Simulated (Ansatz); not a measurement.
Values for one crystal, relaxed and computed with r²SCAN in the plane-wave PAW code Ansatz; other levels are named.

| Quantity | Result |
|---|---|
| Volume per atom | 28.81 Å³ |
| Band gap | 0.42 eV (direct) |
| Hole effective mass, band 2 of 3 at the edge | 0.26 along [100], 0.26 along [110], 0.61 along [111] (mₑ) |
| Bulk modulus (Birch–Murnaghan fit) | 52.9 GPa |
| Young's modulus | 85.9 GPa |
| Electron effective mass | 0.023 mₑ (isotropic) |
| Hole effective mass, band 3 of 3 at the edge | 0.022 along [100], 0.021 along [110], 0.020 along [111] (mₑ) |

Task: Which compound is it?
A. GaSb, zinc blende
B. GaAs, zinc blende
C. ZnSe, zinc blende
D. CdS, wurtzite

Result: A, GaSb, zinc blende

Space group F-43m (zinc blende). The r²SCAN relaxation kept the symmetry of its start; of distortions, only those at the zone centre were tested. Scalar-relativistic: spin–orbit coupling is off unless named, which matters more the heavier the elements.

Potentials: the later of the program's two PAW sets.
